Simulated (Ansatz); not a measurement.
PbS:
```
CELL_PARAMETERS angstrom
      0.00000     3.30090     3.30090
      3.30090     0.00000     3.30090
      3.30090     3.30090     0.00000
ATOMIC_POSITIONS crystal
  S  0.25000 0.25000 0.25000
  Pb 0.00000 0.00000 0.00000
```

Relaxed with r²SCAN. Special points in fractions of this cell's reciprocal vectors: Γ (0.000, 0.000, 0.000); X (0.500, 0.000, 0.500); U (0.625, 0.250, 0.625); K (0.375, 0.375, 0.750); L (0.500, 0.500, 0.500); W (0.500, 0.250, 0.750).

### Question
List the band energies nearest the valence-band maximum at these points for DFT-r²SCAN with spin–orbit coupling in the program Ansatz with PAW potentials.

### Answer
In eV from the valence-band maximum; about four levels below and three above (degenerate sets whole), none deeper than 8.9 eV; points with the same levels are listed once.

```tsv
k	below	above
Γ	-1.83 -1.83 -1.83 -1.83	1.48 1.48 3.25 3.25 3.25 3.25
X	-3.00 -3.00 -0.51 -0.51	0.86 0.86 4.78 4.78
U	-2.94 -2.88 -0.37 -0.36	1.72 1.99 3.89
L	-2.30 -2.30 -1.95 -1.95	2.64 2.64 3.87 3.87
W	-3.25 -3.18 -0.05 0.00	2.03 2.61 3.04
```

Space group F-43m (zinc blende). The start of the workflow was typed in or built on a structure type; neither database checked (COD, Materials Project) lists it. It is not the phase usual at ambient conditions (space group No. 225). The cell was relaxed with r²SCAN under the symmetry of its start. At this level the phase is mechanically unstable.

Potentials: the earlier of the program's two PAW sets.
